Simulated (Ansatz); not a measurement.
Mo3Si (A15, Cr3Si type): energy against volume

Mo3Si (A15, Cr3Si type)

```cif
data_Mo6Si2
_chemical_formula_sum 'Si2 Mo6'
_space_group_name_H-M_alt 'Pm-3n'
_space_group_IT_number 223
_space_group_name_Hall '-P 4n 2 3'
_cell_length_a 4.88448
_cell_length_b 4.88448
_cell_length_c 4.88448
_cell_angle_alpha 90.000
_cell_angle_beta 90.000
_cell_angle_gamma 90.000
loop_
_atom_site_label
_atom_site_type_symbol
_atom_site_symmetry_multiplicity
_atom_site_Wyckoff_symbol
_atom_site_fract_x
_atom_site_fract_y
_atom_site_fract_z
_atom_site_occupancy
Si1 Si 2 a 0.00000 0.00000 0.00000 1
Mo1 Mo 6 c 0.00000 0.50000 0.25000 1
```

E(V) scan at fixed shape, V₀ the volume above. Symmetry pins the atoms to their sites.

The numbers are results of r2SCAN (plane waves to 500 eV, PAW, scalar-relativistic; Ansatz, a quantum-chemistry and plane-wave program), not measurements. k mesh 10×10×10 (Γ-centred), Fermi-Dirac smearing 0.05 eV. Energies are smeared free energies. Compression counts positive. Mo3Si is run without spin polarisation. Mo3Si was relaxed with its symmetry unable to fall. The zero of ΔE is the relaxed starting cell.

```
V/V₀   ΔE (eV/atom)  P (GPa)
-----  ------------  -------
0.900         0.145     34.9
0.917         0.097     27.7
0.933         0.060     21.1
0.950         0.033     15.1
0.967         0.014      9.6
0.983         0.003      4.6
1.000         0.000      0.0
1.017         0.003     -4.2
1.033         0.013     -8.1
1.050         0.028    -11.6
1.067         0.048    -14.9
1.083         0.072    -17.8
1.100         0.102    -20.5
```

Read from the data:

```yaml
pressure_at_the_smallest_volume: 34.9 GPa
energy_cost_of_the_largest_compression: 145 meV/atom
energy_cost_of_the_largest_expansion: 102 meV/atom
Bulk modulus B₀ (third-order Birch-Murnaghan fit): 264 GPa
Pressure derivative B₀′ (fit): 4.3
equilibrium_volume_of_the_fit: 14.57 Å³/atom
Pressure for 5 % compression (fit): 15.1 GPa
```

(Under strain, the slope of the energy per volume gives the stress and its curvature an elastic modulus.)
